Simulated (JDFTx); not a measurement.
An input for JDFTx (a modified build) (Pt(111), linear PCM (GLSSA13), water, 1 M NaF; bohr, hartree) and the course of its log:

```
lattice \
  5.2689874820 2.6344937410 0.0000000000 \
  0.0000000000 4.5630770189 0.0000000000 \
  0.0000000000 0.0000000000 56.1248659014
coords-type Lattice
ion Pt 0.0000000000 0.0000000000 -0.2299574460 0
ion Pt 0.3333333333 0.3333333333 -0.1533049640 0
ion Pt 0.6666666667 0.6666666667 -0.0766524820 0
ion Pt 0.0000000000 0.0000000000 0.0000000000 0
ion Pt 0.3333333333 0.3333333333 0.0766524820 0
ion Pt 0.6666666667 0.6666666667 0.1533049640 0
ion Pt 0.0000000000 0.0000000000 0.2299574460 0
ion-species pseudo/pt_pbe_v1.4.upf
elec-cutoff 20 100
elec-ex-corr gga-PBE
coulomb-interaction Slab 001
coulomb-truncation-embed 0 0 0
kpoint-folding 8 8 1
elec-smearing Fermi 0.01
elec-n-bands 71
electronic-scf nIterations 100 energyDiffThreshold 1e-08
fluid LinearPCM
pcm-variant GLSSA13
fluid-solvent H2O
fluid-cation Na+ 1
fluid-anion F- 1
fluid-minimize nIterations 400 knormThreshold 1e-11
wavefunction read vac.wfns
elec-initial-eigenvals vac.eigenvals
dump-name f0.$VAR
dump End State Ecomponents EigStats BandEigs Forces ElecDensity IonicPositions Fillings Kpoints Dtot FluidDebug BoundCharge FluidDensity
```

```
[one cycle in 5 is shown, and the last three; fluid-solver lines are left out]
	FillingsUpdate:  mu: -0.198055583  nElectrons: 112.000000
SCF: Cycle:  0   F: -622.692244366026102   dF: +3.188e-06   |Residual|: 4.469e-04   |deigs|: 1.064e-05
	FillingsUpdate:  mu: -0.197959895  nElectrons: 112.000000
SCF: Cycle:  5   F: -622.692249035486270   dF: +4.671e-07   |Residual|: 1.545e-04   |deigs|: 1.631e-05
	FillingsUpdate:  mu: -0.197944719  nElectrons: 112.000000
SCF: Cycle: 10   F: -622.692249810004228   dF: +2.921e-07   |Residual|: 6.630e-05   |deigs|: 1.705e-05
	FillingsUpdate:  mu: -0.197968833  nElectrons: 112.000000
SCF: Cycle: 15   F: -622.692250094275778   dF: -1.232e-06   |Residual|: 3.640e-05   |deigs|: 2.704e-05
	FillingsUpdate:  mu: -0.197968727  nElectrons: 112.000000
SCF: Cycle: 20   F: -622.692250092459972   dF: -1.002e-07   |Residual|: 4.665e-05   |deigs|: 3.021e-05
	FillingsUpdate:  mu: -0.197971237  nElectrons: 112.000000
SCF: Cycle: 25   F: -622.692250041064426   dF: -1.952e-07   |Residual|: 4.280e-05   |deigs|: 2.328e-05
	FillingsUpdate:  mu: -0.197971584  nElectrons: 112.000000
SCF: Cycle: 30   F: -622.692250100560955   dF: -2.612e-08   |Residual|: 2.328e-05   |deigs|: 3.582e-06
	FillingsUpdate:  mu: -0.197971362  nElectrons: 112.000000
SCF: Cycle: 35   F: -622.692250097253805   dF: -1.763e-07   |Residual|: 2.799e-05   |deigs|: 1.182e-05
	FillingsUpdate:  mu: -0.197971044  nElectrons: 112.000000
SCF: Cycle: 40   F: -622.692250104591039   dF: -7.670e-08   |Residual|: 2.333e-05   |deigs|: 3.972e-06
	FillingsUpdate:  mu: -0.198005545  nElectrons: 112.000000
SCF: Cycle: 45   F: -622.692250086455829   dF: -3.152e-08   |Residual|: 2.777e-05   |deigs|: 3.567e-05
	FillingsUpdate:  mu: -0.197966372  nElectrons: 112.000000
SCF: Cycle: 50   F: -622.692249996336272   dF: -1.406e-07   |Residual|: 8.408e-05   |deigs|: 5.257e-06
	FillingsUpdate:  mu: -0.197968063  nElectrons: 112.000000
SCF: Cycle: 55   F: -622.692250021190262   dF: -1.364e-07   |Residual|: 5.054e-05   |deigs|: 1.826e-05
	FillingsUpdate:  mu: -0.197964104  nElectrons: 112.000000
SCF: Cycle: 60   F: -622.692250057023102   dF: -1.878e-07   |Residual|: 6.803e-05   |deigs|: 3.426e-05
	FillingsUpdate:  mu: -0.197968511  nElectrons: 112.000000
SCF: Cycle: 65   F: -622.692250099906573   dF: -7.098e-07   |Residual|: 2.888e-05   |deigs|: 2.292e-05
	FillingsUpdate:  mu: -0.197988850  nElectrons: 112.000000
SCF: Cycle: 70   F: -622.692249897619376   dF: +1.758e-07   |Residual|: 6.950e-05   |deigs|: 2.298e-05
	FillingsUpdate:  mu: -0.197967165  nElectrons: 112.000000
SCF: Cycle: 75   F: -622.692250107621703   dF: -4.203e-07   |Residual|: 2.294e-05   |deigs|: 2.906e-05
	FillingsUpdate:  mu: -0.197996246  nElectrons: 112.000000
SCF: Cycle: 80   F: -622.692249975974164   dF: +7.315e-08   |Residual|: 5.197e-05   |deigs|: 2.956e-05
	FillingsUpdate:  mu: -0.197970975  nElectrons: 112.000000
SCF: Cycle: 85   F: -622.692249829043817   dF: -9.929e-09   |Residual|: 7.911e-05   |deigs|: 2.497e-05
	FillingsUpdate:  mu: -0.197969844  nElectrons: 112.000000
SCF: Cycle: 90   F: -622.692250067534246   dF: -2.005e-07   |Residual|: 5.421e-05   |deigs|: 5.362e-06
	FillingsUpdate:  mu: -0.197994271  nElectrons: 112.000000
SCF: Cycle: 95   F: -622.692249957690365   dF: +1.084e-07   |Residual|: 5.869e-05   |deigs|: 2.825e-05
	FillingsUpdate:  mu: -0.197969864  nElectrons: 112.000000
SCF: Cycle: 97   F: -622.692250110780492   dF: -6.747e-08   |Residual|: 1.561e-05   |deigs|: 3.624e-06
	FillingsUpdate:  mu: -0.197986414  nElectrons: 112.000000
SCF: Cycle: 98   F: -622.692250083036356   dF: +2.774e-08   |Residual|: 2.089e-05   |deigs|: 1.672e-05
	FillingsUpdate:  mu: -0.197963028  nElectrons: 112.000000
SCF: Cycle: 99   F: -622.692249970893045   dF: +1.121e-07   |Residual|: 6.281e-05   |deigs|: 2.318e-05
SCF: None of the convergence criteria satisfied after 100 iterations.
IonicMinimize: Iter:   0  F: -622.692249970893045  |grad|_K:  0.000e+00
IonicMinimize: Converged (|grad|_K<1.000000e-04).
```

This run gave no converged result. The loop ran out of cycles short of its threshold. It has stalled and not diverged: the last ten energies span 2e-07 Ha, so the total is near its end, but levels, forces and charges aren't shown converged.
